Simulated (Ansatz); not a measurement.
Consider the following.

Be$_{2}$C:
Space group Fm-3m (No. 225); a = b = c = 4.3107 Å, α = β = γ = 90.00°

```tsv
atom	site	symmetry	x	y	z
Be	8c	-43m	0.2500	0.2500	0.2500
C	4a	m-3m	0.0000	0.0000	0.0000
```
(The calculation used a cell of 3 atoms; values per cell refer to that cell.)

This is the PBEsol-relaxed structure.

All from DFT-PBEsol in the program Ansatz with PAW potentials, unless another level is named. Give the Born charges (a third of the trace).

Be +1.53, C -3.06 e.

What about the electronic dielectric constant ε∞ (DFPT)?

6.98.

The cell was relaxed with PBEsol under the symmetry of its start.

Potentials: the later of the program's two PAW sets.
